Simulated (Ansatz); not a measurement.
Li$_{2}$Pd in space group P6/mmm (No. 191; Pd on 1a, Li on 2d) at seven volumes, PBEsol in the plane-wave PAW code Ansatz, shape and atoms relaxed at each. One row is withheld.

```
V (Å³/atom)  P (GPa)
-----------  -------
12.341          6.06
12.747          3.72
13.154          1.72
13.561          0.00
13.968         -1.48
14.375             ?
14.782         -3.85
```

### Question
Fit the shown pressures and predict the withheld one.

### Answer
P = (3/2)B₀(x^(7/2) − x^(5/2))[1 + (3/4)(B′ − 4)(x − 1)] with x = (V₀/V)^(2/3). Least squares on the six rows gives V₀ = 13.561 Å³/atom, B₀ = 53.1 GPa, B′ = 4.04. At V = 14.375, x = 0.9619 and P = -2.75 GPa. The run itself gave -2.74 GPa.

The workflow started from an entry of the Crystallography Open Database (COD). Its standing as an ambient phase is unchecked. The cell was relaxed with PBEsol under the symmetry of its start. At this level the phase is dynamically unstable (imaginary phonons). No spin polarisation was allowed.

Potentials: the later of the program's two PAW sets.
